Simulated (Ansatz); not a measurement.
Does relaxation matter for the field gradients of Mg2Ge with arsenic replacing Ge?

Start: a supercell of Mg2Ge (antifluorite type, Fm-3m) built from an entry of the Crystallography Open Database (COD) (the entry's cell lengths or inner coordinates differ somewhat from later room-temperature determinations), with all atoms left at the host's positions.

Space group Fm-3m (No. 225); a = 12.7560 Å.

```csv
site,Wyckoff,site symmetry,x,y,z
Mg1,32f,.3m,0.1250,0.1250,0.1250
Mg4,32f,.3m,0.6250,0.3750,0.3750
As,4a,m-3m,0.0000,0.0000,0.0000
Ge18,24d,m.mm,0.2500,0.2500,0.0000
Ge24,4b,m-3m,0.5000,0.5000,0.5000
```

One atom of each set is listed; the run and its k-mesh use a cell of 24 atoms with edges of 9.02, 9.02, 9.02 Å.

Method: Kohn–Sham DFT in Ansatz, PBE, plane waves and PAW, scalar-relativistic, 420 eV cutoff, Γ-centred 3×3×3 k-points, Fermi–Dirac smearing 0.01 eV, cell charge +1.

The largest force at the start is 0.49 eV/Å. Relaxing the ions at fixed cell moves them by 0.066 Å at most (atom 2, Mg) and 0.040 Å rms.

```
site  moved (Å)              first shell before                                    first shell after  V_zz before (10²¹ V/m²)  η before
 Mg1      0.066  1 As at 2.76 Å, 3 Ge at 2.76 Å  3 Ge at 2.74 Å, 1 As at 2.83 Å; also 3 Mg at 3.16 Å                     0.62      0.00
 Mg4      0.021  4 Ge at 2.76 Å, 6 Mg at 3.19 Å             4 Ge at 2.74–2.77 Å, 6 Mg at 3.16–3.17 Å                   -0.049      0.00
  As      0.000                  8 Mg at 2.76 Å                                       8 Mg at 2.83 Å                     0.00         –
Ge18      0.000                  8 Mg at 2.76 Å                                  8 Mg at 2.74–2.77 Å                     2.63      0.06
```

Question: What are V_zz and η after the relaxation?

Answer: 

```csv
site,V_zz after,η after,change of V_zz
Mg1,0.83,0.00,+0.21
Mg4,-0.14,0.00,-0.09
As,0.00,–,0.00
Ge18,0.95,0.07,-1.68
```

The largest change of V_zz is on Ge18, from 2.63 to 0.95. In per cent, |V_zz| changes by -64 on Ge (all sites that start above 2). Other sites without a gradient aren't listed.

The run isn't spin-polarised, and a state with spin may lie lower. The defect repeats with the cell of 24 atoms, so it feels its images: sites between two images don't show the values beside a lone defect, and zeros or small values of η there can come from the images' arrangement. A uniform background compensates the cell's charge. The defect cell has no gap above 0.1 eV on its mesh, so the values can hang on the smearing and the k-mesh.
Before: The neighbours have not yet relaxed around the defect (largest force 0.49 eV/Å), so a real crystal will differ.
After: The relaxation keeps the site symmetry m-3m of the start, so the impurity can't leave its site; a distortion that would localise the partly filled state isn't explored.
